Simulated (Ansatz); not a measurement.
SiO2: do energies and stresses tell the same story?

All numbers below come from DFT LDA, scalar-relativistic, plane waves, PAW (Ansatz).

Cutoff 420 eV; k points 4×4×4 on the computed 24-atom cell (Γ-centred); Gaussian smearing, width 0.02 eV; no spin polarisation.

Relaxed cell: Ia-3, a = 8.386 Å, b = 8.386 Å, c = 8.386 Å, α = 90.00°, β = 90.00°, γ = 90.00°, 24 atoms in the primitive cell. This form isn't the usual stable structure of the compound.

Energies at zero smearing and pressures from the stress tensor, at volumes with shape and atoms relaxed:
```json
{"V (Å³/atom)": "10.813", "E − E(first) (meV/atom)": "0.00", "P (GPa)": "6.70"}
{"V (Å³/atom)": "11.182", "E − E(first) (meV/atom)": "-13.03", "P (GPa)": "4.65"}
{"V (Å³/atom)": "11.551", "E − E(first) (meV/atom)": "-21.76", "P (GPa)": "2.90"}
{"V (Å³/atom)": "11.919", "E − E(first) (meV/atom)": "-26.60", "P (GPa)": "1.36"}
{"V (Å³/atom)": "12.288", "E − E(first) (meV/atom)": "-28.14", "P (GPa)": "-0.02"}
{"V (Å³/atom)": "12.657", "E − E(first) (meV/atom)": "-26.53", "P (GPa)": "-1.36"}
{"V (Å³/atom)": "13.025", "E − E(first) (meV/atom)": "-22.05", "P (GPa)": "-2.63"}
{"V (Å³/atom)": "13.517", "E − E(first) (meV/atom)": "-11.26", "P (GPa)": "-4.38"}
```

Task: Check P = −dE/dV between neighbouring volumes, and get the bulk modulus from the pressures alone.

Result: With 1 eV/Å³ = 160.2 GPa:
| middle V (Å³/atom) | −ΔE/ΔV (GPa) | mean P (GPa) |
| --- | --- | --- |
| 10.998 | 5.665 | 5.678 |
| 11.366 | 3.792 | 3.779 |
| 11.735 | 2.105 | 2.133 |
| 12.104 | 0.668 | 0.669 |
| 12.472 | -0.702 | -0.693 |
| 12.841 | -1.946 | -1.995 |
| 13.271 | -3.515 | -3.506 |

The two differ by 0.05 GPa at most. The mean of two end pressures misses the average over a step by about ΔV² P″/12, up to 0.03 GPa here; with that taken off 0.05 GPa remains, from the finite cutoff, the mesh or the relaxation's tolerance. Around V = 12.288 Å³/atom, the two neighbours give B = −V ΔP/ΔV = 12.288 × 2.73 / 0.737 = 45.4 GPa, against B0 = 47.0 GPa from the Birch–Murnaghan fit of the energies.

Cost: 9 runs of about 23 core-minutes in all, on Intel Xeon Processor @ 2.50GHz (Skylake/Cascade Lake) (shared hosts).